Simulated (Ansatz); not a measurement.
**Notes on HfTl₂PbS₄**

```
Tl Pb Hf S
1.0
     0.03901    8.28654   -0.03090
     7.83762   -4.10659    0.07458
     2.20058    0.03429   -6.32011
Tl Pb Hf S
4 2 2 8
Direct
  0.63039 0.51406 0.77150
  0.14220 0.51673 0.74716
  0.36275 0.47582 0.20283
  0.84136 0.50595 0.25614
  0.60829 0.00641 0.73043
  0.35574 0.99345 0.24651
  0.09685 0.97670 0.74555
  0.87413 0.98739 0.22365
  0.17000 0.14504 0.00644
  0.96046 0.81615 0.46644
  0.83991 0.82270 0.00725
  0.99631 0.20757 0.48412
  0.40171 0.21515 0.52248
  0.20946 0.79713 0.92917
  0.59807 0.81889 0.47664
  0.77164 0.21578 0.07198
```

The numbers come from plane-wave PAW DFT (Ansatz): m-r2SCAN, no spin polarisation, 500 eV, 3×3×3 (shifted by 0, 0.5, 0.5 steps) k points, fermi-dirac occupations (width 0.1 eV). Nothing was relaxed.

Problem. Metal or insulator? Give the gap.

Solution. The gap on the k mesh is 1.39 eV; the mesh may miss the band edges, so the true gap of this level can be smaller.

Problem. Is it stable against the elements?

Solution. -0.83 eV an atom against the elements' usual phases (free molecules for gases, crystals otherwise, with no correction for O₂ or N₂), so it is bound against them; other compounds may still compete. Relaxing would lower it.

Problem. Where is the largest force?

Solution. The largest is on S10: 5.02 eV/Å, components (-1.24, 3.64, -3.24). It makes 171° with the line to a nearest neighbour, Hf8 at 2.26 Å, pointing away from it.

Problem. What does the stress say?

Solution. The pressure is 6.0 GPa (compression positive), so with the atoms held at these fractions the cell would first expand; the forces are large, so a full relaxation may end otherwise. The principal stresses 4.7, 6.4, 7.0 GPa differ, so its shape would change too.

Problem. What is the character of the valence top and the conduction bottom?

Solution. Within 0.7 eV of the edges, the states project mainly on S p (78 %) below the gap and on Tl p (50 %) and Pb p (14 %) above it.

Problem. Describe some of the short contacts.

Solution. Hf–S at 2.25 Å: least valence density 0.81 e/Å³ and ELF 0.42 there. Pb–S at 2.66 Å: least valence density 0.38 e/Å³ and ELF 0.33 there. Tl–S at 2.82 Å: least valence density 0.27 e/Å³ and ELF 0.25 there. Both are smooth PAW fields, read partly inside the augmentation spheres.

Origin: a strained cell with displaced atoms, so it need not be a known compound. Caveats: an odd or shifted mesh can miss the band edges, so this level's true gap may be smaller; no spin-orbit coupling, which can shift this gap by tenths of an eV; atoms or cell far from equilibrium; m-r2SCAN is r2SCAN with a changed spin dependence that lowers moments.
